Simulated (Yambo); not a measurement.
Absorption of a free-standing HfS2 monolayer (symmetry P-3m1, slab cell 15.9 Å high) with and without the electron-hole interaction (Yambo, LDA bands; 15×15×1 mesh, 6 valence and 6 conduction bands, static screening with 46 bands and a 3 Ry block, scissor 1.90 eV, Tamm-Dancoff, stochastic integration of W near q = 0; field along x).

| E (eV) | Im α, BSE (Å) | Im α, independent quasiparticles (Å) |
|---|---|---|
| 2.15 | 0.30 | 0.09 |
| 2.25 | 0.36 | 0.10 |
| 2.35 | 0.44 | 0.11 |
| 2.45 | 0.54 | 0.12 |
| 2.55 | 0.70 | 0.13 |
| 2.65 | 0.94 | 0.15 |
| 2.75 | 1.33 | 0.17 |
| 2.85 | 2.06 | 0.19 |
| 2.95 | 3.64 | 0.22 |
| 3.05 | 7.91 | 0.25 |
| 3.15 | 16.8 | 0.30 |
| 3.25 | 20.8 | 0.37 |
| 3.35 | 15.8 | 0.46 |
| 3.45 | 10.5 | 0.60 |
| 3.55 | 8.41 | 0.83 |
| 3.65 | 5.57 | 1.31 |
| 3.75 | 3.41 | 2.39 |
| 3.85 | 2.96 | 3.49 |
| 3.95 | 2.61 | 5.93 |
| 4.05 | 2.25 | 9.10 |
| 4.15 | 1.72 | 10.1 |
| 4.25 | 1.29 | 11.3 |
| 4.35 | 1.15 | 10.5 |
| 4.45 | 1.01 | 8.80 |
| 4.55 | 0.99 | 8.55 |
| 4.65 | 1.02 | 8.74 |
| 4.75 | 1.21 | 8.14 |
| 4.85 | 1.36 | 4.80 |
| 4.95 | 1.53 | 3.19 |
| 5.05 | 1.88 | 2.34 |
| 5.15 | 1.74 | 1.69 |
| 5.25 | 2.05 | 1.49 |
| 5.35 | 2.72 | 1.62 |
| 5.45 | 2.67 | 1.96 |
| 5.55 | 2.57 | 2.28 |
| 5.65 | 2.45 | 1.93 |
| 5.75 | 2.41 | 1.30 |
| 5.85 | 2.63 | 1.25 |
| 5.95 | 3.39 | 1.44 |
| 6.05 | 3.60 | 1.58 |
| 6.15 | 4.06 | 1.82 |
| 6.25 | 4.61 | 1.86 |
| 6.35 | 6.05 | 1.83 |
| 6.45 | 8.95 | 1.87 |
| 6.55 | 10.3 | 2.19 |
| 6.65 | 6.89 | 2.37 |
| 6.75 | 5.01 | 1.99 |
| 6.85 | 4.62 | 1.85 |
| 6.95 | 3.85 | 2.09 |
| 7.05 | 3.34 | 2.19 |
| 7.15 | 3.39 | 2.83 |
| 7.25 | 3.68 | 3.60 |
| 7.35 | 3.86 | 4.82 |
| 7.45 | 4.00 | 6.07 |
| 7.55 | 3.61 | 5.85 |
| 7.65 | 3.38 | 5.40 |
| 7.75 | 3.38 | 4.36 |
| 7.85 | 3.35 | 3.75 |

The scissor comes from a G0W0 run whose convergence isn't established. Broadening 0.1 eV. The band window holds all transitions up to 7.9 eV. Fine structure above the onset can come from the mesh.

Without spin-orbit coupling, band edges of such heavy elements can be off by tenths of an eV.

Geometry relaxed with LDA; primitive cell a = 3.562 Å, b = 3.562 Å, c = 15.900 Å, α = 90.00°, β = 90.00°, γ = 120.00°.
